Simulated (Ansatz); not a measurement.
All numbers below come from Ansatz, DFT PBE, scalar-relativistic, plane waves, PAW. Cutoff 420 eV, Γ-centred meshes of about 0.25 Å⁻¹ or finer for metals and 0.3 Å⁻¹ for insulators (2π included), Gaussian smearing. No spin polarisation.

All energies are static (0 K, no zero-point motion).

Two forms of Mg3Cd2Te3 were relaxed alike.

A. Space group P6_3/mcm (No. 193), hexagonal, a = 10.152 Å, c = 5.698 Å. Mg is surrounded by 4 Te at 2.86–2.89 Å; Cd is surrounded by 2 Cd at 2.85 Å; around Te lie 4 Mg at 2.86–2.89 Å.

B. Space group P4/mmm (No. 123), tetragonal, a = 4.179 Å, c = 12.779 Å. Mg on a site of symmetry 4mm has 5 Te at 2.89–2.96 Å; Mg on a site of symmetry 4/mmm is surrounded by 6 Te at 2.95–3.08 Å; around Cd lie 4 Cd at 2.95 Å; Te on a site of symmetry 4mm has 5 Mg at 2.96–3.08 Å; around Te on a site of symmetry 4/mmm lie 6 Mg at 2.89–2.95 Å.

Question: Which form is favoured at zero pressure, and by what margin per atom?

Answer: B is lower, by 101 meV/atom. A has space group P6_3/mcm (No. 193), 31.8 Å³/atom and no gap on its mesh; B has space group P4/mmm (No. 123), 27.9 Å³/atom and no gap. Counting Te atoms around Cd and Mg (those within 1.25 times the shortest such distance or 1.15 times the sum of covalent radii, 1.27 where that leaves under three; the shortest distance is added where it exceeds 1.18 times the sum of covalent radii; a slash parts the counts of unlike sites), A has Mg 4, Cd 6 from 3.8 Å and B has Mg 5/6, Cd 4 from 3.9 Å. The denser one is the lower, and pressure would at first widen the difference. Both come from trial cells of a structure search, whose lowest cell (I4/mmm, 27.4 Å³/atom) lies 25 meV/atom below the lower of the two.

These runs have no spin–orbit coupling, which can matter for Te. With atoms moved at random, B (by 25 meV/atom) fell into a lower structure. A had no clear such test and can be a saddle point. Some candidate types were left out of the draw beforehand, so a known form may be missing.
